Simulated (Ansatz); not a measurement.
PtW:
```yaml
crystal:
  lattice:
    - [0.00000, 2.60088, 2.60088]
    - [2.60088, 0.00000, 2.60088]
    - [2.60088, 2.60088, 0.00000]
  atoms:
    - { symbol: Pt, position: [0.00000, 0.00000, 0.00000] }
    - { symbol: W, position: [0.50000, 0.50000, 0.50000] }
```

Relaxed with PBEsol. Special points in fractions of this cell's reciprocal vectors: Γ (0.000, 0.000, 0.000); X (0.500, 0.000, 0.500); U (0.625, 0.250, 0.625); K (0.375, 0.375, 0.750); L (0.500, 0.500, 0.500); W (0.500, 0.250, 0.750).

Q: List the band energies nearest the Fermi level at these points for the program Ansatz at the PBEsol with spin–orbit coupling level (PAW).

A: In eV from the Fermi level; about four levels below and three above (degenerate sets whole), none deeper than 8.9 eV; points with the same levels are listed once.

```tsv
k	below	above
Γ	-5.74 -5.74 -5.74 -5.74 -5.31 -5.31	1.59 1.59 1.59 1.59
X	-2.73 -2.73 -1.54 -1.54	0.74 0.74 1.07 1.07
U	-0.88 -0.88 -0.15 -0.15	0.46 0.46 0.84 0.84
L	-2.00 -2.00 -1.74 -1.74	0.12 0.12 0.50 0.50
W	-2.97 -2.97 -1.73 -1.73	0.07 0.07 0.12 0.12
```

Space group Fm-3m (rock salt). The start of the workflow was typed in or built on a structure type; neither database checked (COD, Materials Project) lists it. Its standing as an ambient phase is unchecked. The PBEsol relaxation kept the symmetry of its start; whether a distortion lowers the energy is not shown. The run is not spin-polarised. Its formation energy is positive at this level, so the cell may be metastable or incomplete.

Potentials: the later of the program's two PAW sets.
